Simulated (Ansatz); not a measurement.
Values for one crystal, relaxed and computed with r²SCAN (plane waves, PAW; program Ansatz); other levels are named.

* **Volume per atom**: 15.86 Å³
* **Electronic character**: metallic (no gap)
* **Density of states at the Fermi level**: 0.51 states/eV per atom (mean over ±0.08 eV)
* **Formation energy from the elements (no fitted shifts)**: -0.31 eV/atom

Task: Which of these materials gives this?
A. Zr2Cd, I4/mmm (Zr on 4e, Cd on 2b)
B. CdPd3, I4/mmm (Cd on 2a, Pd on 4d, Pd on 2b)
C. TbCd, CsCl type
D. Cu3Pd, Cu3Au type

Result: B, CdPd3, I4/mmm (Cd on 2a, Pd on 4d, Pd on 2b)

The first step of the workflow began from a Materials Project structure, measured or hypothetical; the Crystallography Open Database copy checked does not list it. With Cd and Pd taken as one species the cell has the higher symmetry Fm-3m, so it may be an ordered model of a mixed-site phase. Whether it is the stable phase at ambient conditions was not checked. The cell was relaxed with r²SCAN under the symmetry of its start; its stability against distortions is not shown here. No spin polarisation was allowed. The references are the lowest solids computed at this level, not always the standard phases. Spin–orbit coupling is left out wherever it is not named.

Potentials: the later of the program's two PAW sets.
